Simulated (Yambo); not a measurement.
A G0W0@PBEsol run in Yambo for Ta3O7F (space group Cmmm, No. 65) (2×2×4 Γ-centred k mesh, bands 4 to 212 and a 7 Ry block in the screening, 212 bands in G with the Bruneval-Gonze terminator, plasmon pole fitted at 27.2 eV) gives these matrix elements, in eV, at the band edges ((-0.5, -0.5, -0.5) → (0, -0.5, 0)):

```tsv
state	E0	<Vxc>	<Σx>	<Σc(E0)>	Z
valence edge	0.000	-20.126	-25.287	4.707	0.778
conduction edge	2.281	-15.153	-9.541	-4.245	0.832
```

Task: Solve the linearised quasiparticle equation for both states, give the gap, and say how exchange and correlation each act on it.

Result: E = E0 + Z(Σx + Σc − Vxc). Valence: 0.000 + 0.778 × (-25.287 + (4.707) − (-20.126)) = -0.35 eV. Conduction: 2.281 + 0.832 × (-9.541 + (-4.245) − (-15.153)) = 3.42 eV. The gap is 3.77 eV, against 2.28 eV in PBEsol. Replacing Vxc by bare exchange alone would open it by 10.77 eV; correlation takes back 8.95 eV of that, and Z scales what is left. Nearest settings tried, and what they do to the gap: 2 Ry block (53 vectors against 271): +496 meV. Not varied: bands in G, bands in W, mesh. So the settings aren't converged at that level. Spin-orbit coupling is left out, which matters for elements this heavy: edges can move by tenths of an eV.

Geometry of the Materials Project entry, not relaxed at this level; primitive cell a = b = 6.259 Å, c = 3.848 Å, α = β = 90.00°, γ = 117.99°.

The structure is a Materials Project entry; no match was found in the copy of COD used, and its stability was not checked.
